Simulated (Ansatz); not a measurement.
SnGe3:
```
CELL_PARAMETERS angstrom
      4.23260     0.00000     0.00000
      0.00000     4.23260     0.00000
      0.00000     0.00000     6.01489
ATOMIC_POSITIONS crystal
  Ge 0.50000 0.00000 0.76731
  Ge 0.00000 0.00000 0.00000
  Ge 0.00000 0.50000 0.23269
  Sn 0.50000 0.50000 0.50000
```

Relaxed with PBE. Special points in fractions of this cell's reciprocal vectors: Γ (0.000, 0.000, 0.000); X (0.000, 0.500, 0.000); M (0.500, 0.500, 0.000); Z (0.000, 0.000, 0.500); R (0.000, 0.500, 0.500); A (0.500, 0.500, 0.500).

Problem. List the band energies nearest the Fermi level at these points for plane-wave PAW PBE (Ansatz code).

Solution. In eV from the Fermi level; about four levels below and three above (degenerate sets whole), none deeper than 8.9 eV; points with the same levels are listed once.

```
k                    below           above
-  -----------------------  --------------
Γ  -7.94 -2.62 -2.62 -0.83  0.09 0.20 0.20
X  -3.33 -3.16 -1.54 -0.83  1.31 2.34 4.34
M  -2.72 -2.58 -2.58 -2.41  0.84 0.84 0.93
Z  -2.00 -2.00 -1.28 -1.28  1.01 1.17 2.29
R  -1.14 -1.11 -0.72 -0.31  0.37 3.43 3.69
A  -3.27 -3.27 -3.25 -3.24  3.74 3.84 3.84
```

Space group P-4m2. The start of the workflow was typed in or built on a structure type; neither database checked (COD, Materials Project) lists it. Its standing as an ambient phase is unchecked. The PBE relaxation kept the symmetry of its start; its stability against distortions is not shown here. Scalar-relativistic: spin–orbit coupling is off unless named, which matters more the heavier the elements.

Potentials: the earlier of the program's two PAW sets.
